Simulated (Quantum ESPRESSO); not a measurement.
# Band energies of As

```
CELL_PARAMETERS angstrom
      1.87741     1.08392     3.70434
     -1.87741     1.08392     3.70434
      0.00000    -2.16785     3.70434
ATOMIC_POSITIONS crystal
  As 0.22443 0.22443 0.22443
  As 0.77557 0.77557 0.77557
```

LDA (pw.x of Quantum ESPRESSO, ONCV potentials, scalar-relativistic); path ΓLB1,BZΓX,QFP1Z,LP; energies in eV from the Fermi level.

```csv
k (1/Å),point,band 11,band 12,band 13,band 14,band 15,band 16,band 17,band 18
0.00,Γ,-14.92,-6.42,-2.75,-1.91,-1.91,1.33,2.62,2.62
0.22,,-14.76,-6.83,-2.67,-2.22,-2.07,1.68,2.34,2.58
0.56,,-13.93,-8.63,-3.15,-2.58,-1.64,0.64,1.69,2.09
0.89,,-12.58,-10.68,-3.19,-2.91,-0.84,-0.34,0.40,1.61
1.01,L,-12.33,-10.99,-3.17,-2.93,-0.72,-0.42,0.25,1.57
1.11,,-12.29,-10.99,-3.34,-3.11,-0.99,0.05,0.21,1.87
1.43,,-11.75,-11.09,-5.32,-3.17,-2.65,0.53,3.32,3.66
1.76,B1,-11.80,-10.69,-5.74,-5.09,-1.73,1.14,4.81,5.14
1.76,B,-11.80,-10.69,-5.74,-5.09,-1.73,1.14,4.81,5.14
1.99,,-12.60,-9.93,-5.66,-4.96,-0.99,1.23,4.45,4.76
2.22,,-13.32,-9.66,-5.05,-3.65,-0.40,0.92,3.83,3.95
2.56,,-13.92,-9.82,-2.41,-1.85,-0.07,0.58,1.20,2.20
2.68,Z,-13.96,-9.84,-1.70,-1.70,-0.66,0.99,0.99,1.71
2.89,,-14.15,-9.41,-1.75,-1.75,-0.80,1.20,1.20,1.68
3.10,,-14.52,-8.36,-1.83,-1.83,-1.28,1.55,1.74,1.74
3.42,,-14.89,-6.62,-2.57,-1.91,-1.91,1.34,2.55,2.55
3.53,Γ,-14.92,-6.42,-2.75,-1.91,-1.91,1.33,2.62,2.62
3.73,,-14.79,-6.73,-2.68,-2.20,-2.11,1.76,2.19,2.72
4.03,,-14.10,-8.14,-3.43,-2.45,-2.07,0.92,1.73,2.90
4.23,,-13.34,-9.31,-4.37,-2.41,-2.08,0.62,1.04,3.63
4.54,,-11.90,-10.84,-5.56,-2.98,-2.94,1.46,1.82,4.94
4.74,X,-11.59,-10.94,-5.95,-3.57,-3.49,2.56,3.03,5.59
4.74,Q,-11.59,-10.94,-5.95,-3.57,-3.49,2.56,3.03,5.59
4.97,,-12.14,-10.17,-5.90,-3.95,-3.90,2.36,4.04,5.54
5.20,F,-12.32,-9.93,-5.75,-4.12,-3.91,1.37,4.88,6.37
5.31,,-12.31,-9.97,-5.81,-3.95,-3.87,1.44,4.70,6.25
5.53,P1,-12.36,-10.19,-5.89,-3.61,-3.03,1.80,3.65,5.47
5.63,,-12.62,-9.97,-5.98,-3.47,-2.66,1.99,3.44,5.70
5.93,,-13.48,-9.68,-4.82,-2.71,-1.28,2.05,2.37,4.15
6.13,,-13.83,-9.78,-3.17,-2.07,-0.21,0.95,1.46,2.75
6.33,Z,-13.96,-9.84,-1.70,-1.70,-0.66,0.99,0.99,1.71
6.33,L,-12.33,-10.99,-3.17,-2.93,-0.72,-0.42,0.25,1.57
6.62,,-12.29,-10.77,-4.60,-3.21,-1.99,1.05,2.25,2.32
6.92,P,-12.36,-10.19,-5.89,-3.61,-3.03,1.80,3.65,5.47
```

At this level the gap is closed or nearly so: along the path the highest valence and lowest conduction bands touch, or overlap by less than 0.6 eV, a zero-gap or semimetallic result; the valence top lies at 75 % of the way from B to Z, the conduction bottom at L, 0.56 eV lower.

Spin-orbit splittings are left out.

Geometry of the Materials Project entry, not relaxed at this level.

The distance between layers or molecules is the database entry's, not relaxed here. Functionals without dispersion can leave it too large, which widens gaps and weakens the response across layers: the numbers belong to this cell.
